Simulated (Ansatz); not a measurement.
NaCl:
```yaml
crystal:
  lattice:
    - [0.00000, 2.84776, 2.84776]
    - [2.84776, 0.00000, 2.84776]
    - [2.84776, 2.84776, 0.00000]
  atoms:
    - { symbol: Cl, position: [0.00000, 0.00000, 0.00000] }
    - { symbol: Na, position: [0.50000, 0.50000, 0.50000] }
```

Tensor components refer to the Cartesian frame of this cell.

Problem. Give the high-frequency dielectric tensor and the Born effective charge tensors of the independent atoms from DFPT, DFT-PBE in the program Ansatz with PAW potentials.

Solution. 
ε∞:
```
2.48  0.00  0.00
0.00  2.48  0.00
0.00  0.00  2.48
```
Z* of atom 1 (Cl), rows: field, columns: displacement, in e:
```
-1.11   0.00   0.00
 0.00  -1.11   0.00
 0.00   0.00  -1.11
```
Z* of atom 2 (Na), rows: field, columns: displacement, in e:
```
1.11  0.00  0.00
0.00  1.11  0.00
0.00  0.00  1.11
```

Static charges for comparison (Bader): Cl1 -0.87, Na2 +0.87 e. Born charges measure polarisation by displacement and can exceed these by far.

Space group Fm-3m (rock salt). The cell was relaxed with PBE under the symmetry of its start.

Potentials: the later of the program's two PAW sets.
